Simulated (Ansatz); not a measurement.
One crystal and one scan (frozen-phonon scan) at two levels, PBE (plane waves to 420 eV, PAW, scalar-relativistic; Ansatz, a program for electronic structure) and r2SCAN (plane waves to 500 eV, PAW, scalar-relativistic; Ansatz), each from its own relaxed cell and on its own mesh. The cell shown is that of PBE.

Au (fcc, Cu type)

```
CELL_PARAMETERS angstrom
      0.00000     4.15718     4.15718
      2.07859     2.07859     4.15718
      2.07859     2.07859     0.00000
ATOMIC_POSITIONS crystal
  Au 0.00000 0.00000 0.00000
  Au 0.50000 0.00000 0.00000
```

The atoms are displaced by Q × the pattern below (from a DFPT mode at X = (0.5, 0.5, 0.0), largest move 1; Q in Å), at fixed cell. It is one choice among 2 degenerate patterns. (q is in reciprocal vectors of the primitive cell; the cell shown is doubled to hold the pattern.)

```tsv
atom	x	y	z
Au1	0.000	1.000	0.000
Au2	0.000	-1.000	0.000
```

Au was relaxed with its symmetry unable to fall. Spin-orbit coupling is left out, though Au is heavy. With partly filled bands, energies and forces of such displacements shift with the k mesh and the smearing. Percentages come from the unrounded values. Both scans cover Q from -0.280 to 0.280 Å.

```csv
quantity,PBE,r2SCAN,PBE − r2SCAN
Lattice constant a (Å),4.157,4.124,+0.033 (+0.8 %)
Energy at Q = 0.280 Å (meV/cell),424,448,-24 (-5.2 %)
Harmonic wavenumber from the curvature (finite differences) (cm⁻¹ (negative: imaginary)),77,78,-1 (-2 %)
```

PBE gives the higher value for: lattice constant a. PBE gives the lower value for: energy at Q = 0.280 Å. Both give the same space group of the distorted cell: Cmcm (No. 63), lowered from Fm-3m.

ΔE (meV/cell), each from the undisplaced structure of its own level:

```
Q (Å)   PBE  r2SCAN
------  ---  ------
-0.280  424     448
-0.233  276     291
-0.187  167     175
-0.140   89      93
-0.093   38      40
-0.047    9      10
0.000     0       0
0.047     9      10
0.093    38      40
0.140    89      93
0.187   167     175
0.233   276     291
0.280   424     448
```

(A displaced cell: forces are minus the slopes of the energy, force constants its curvatures, and phonons follow from these.)
